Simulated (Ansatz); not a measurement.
Here is the system:

Ni₃P₂O₈:
```
CELL_PARAMETERS angstrom
      5.81439     0.00000     0.00000
      0.00000     4.68912     0.00000
     -0.19462     0.00000    10.08899
ATOMIC_POSITIONS crystal
  Ni 0.75678 0.51330 0.22648
  Ni 0.24322 0.48670 0.77352
  Ni 0.24322 0.01330 0.27352
  Ni 0.75678 0.98670 0.72648
  Ni 0.50000 0.00000 0.00000
  Ni 0.50000 0.50000 0.50000
  P  0.25048 0.57808 0.09467
  P  0.74952 0.42192 0.90533
  P  0.74952 0.07808 0.40533
  P  0.25048 0.92192 0.59467
  O  0.46620 0.73522 0.16223
  O  0.53380 0.26478 0.83777
  O  0.53380 0.23522 0.33777
  O  0.46620 0.76478 0.66223
  O  0.05004 0.70103 0.17303
  O  0.94996 0.29897 0.82697
  O  0.94996 0.20103 0.32697
  O  0.05004 0.79897 0.67303
  O  0.25637 0.80747 0.45158
  O  0.74363 0.19253 0.54842
  O  0.74363 0.30747 0.04842
  O  0.25637 0.69253 0.95158
  O  0.26708 0.24634 0.60117
  O  0.73292 0.75366 0.39883
  O  0.73292 0.74634 0.89883
  O  0.26708 0.25366 0.10117
```
The run is spin-polarised; directions of the spins, atom by atom: ↑ ↑ ↑ ↑ ↑ ↑ 0 0 0 0 0 0 0 0 0 0 0 0 0 0 0 0 0 0 0 0.

This is the r²SCAN-relaxed structure. Tensor components refer to the Cartesian frame of this cell.

**Question.** All from plane-wave PAW r²SCAN (Ansatz code), unless another level is named. Predict the smallest direct gap on the standard path.

**Answer.** 2.64 eV.

**Question.** And the formation energy from the elements (no fitted shifts)?

**Answer.** -1.87 eV/atom.

**Question.** And the conduction-band minimum?

**Answer.** at E (k = 0.500, 0.500, 0.500 in fractions of the reciprocal vectors).

Space group P2_1/c. The workflow started from a Materials Project entry (that database holds measured and hypothetical structures alike); the Crystallography Open Database files this formula in space group No. 14, but the cells were not matched. Its standing as an ambient phase is unchecked. Symmetry was held in the r²SCAN relaxation; whether a distortion lowers the energy is not shown. The final state is ferromagnetic, chosen from 2 collinear starts compared on coarse meshes (ties went to the first, and starts can fall back to one state), not a proven ground state. The program gave a warning on the electronic state, which may not be the lowest. No Hubbard U is applied. The references are the lowest solids computed at this level, not always the standard phases (solids in place of the gases).

Potentials: the later of the program's two PAW sets.
